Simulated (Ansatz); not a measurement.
MnPd (CsCl type, Pm-3m) at seven volumes, plane-wave PAW PBEsol (Ansatz code), scaled uniformly. One row is withheld.

```csv
V (Å³/atom),P (GPa)
12.909,17.64
13.334,10.69
13.760,4.88
14.185,0.01
14.611,?
15.037,-7.52
15.462,-10.40
```

Question: Fit the shown pressures and predict the withheld one.

Answer: P = (3/2)B₀(x^(7/2) − x^(5/2))[1 + (3/4)(B′ − 4)(x − 1)] with x = (V₀/V)^(2/3). Least squares on the six rows gives V₀ = 14.186 Å³/atom, B₀ = 149 GPa, B′ = 4.85. At V = 14.611, x = 0.9805 and P = -4.09 GPa. The run itself gave -4.09 GPa.

The workflow started from an entry of the Crystallography Open Database (COD), which files this formula under 2 space groups. Whether it is the stable phase at ambient conditions was not checked. The cell was relaxed with PBEsol under the symmetry of its start, as lowered by the spin order. At this level the phase is mechanically unstable. Spin order of the final state: antiferromagnetic, chosen from 4 collinear starts compared on coarse meshes (ties went to the first, and starts can fall back to one state), not a proven ground state. The volume moved by 39 % from the start of the relaxation.

Potentials: the later of the program's two PAW sets.
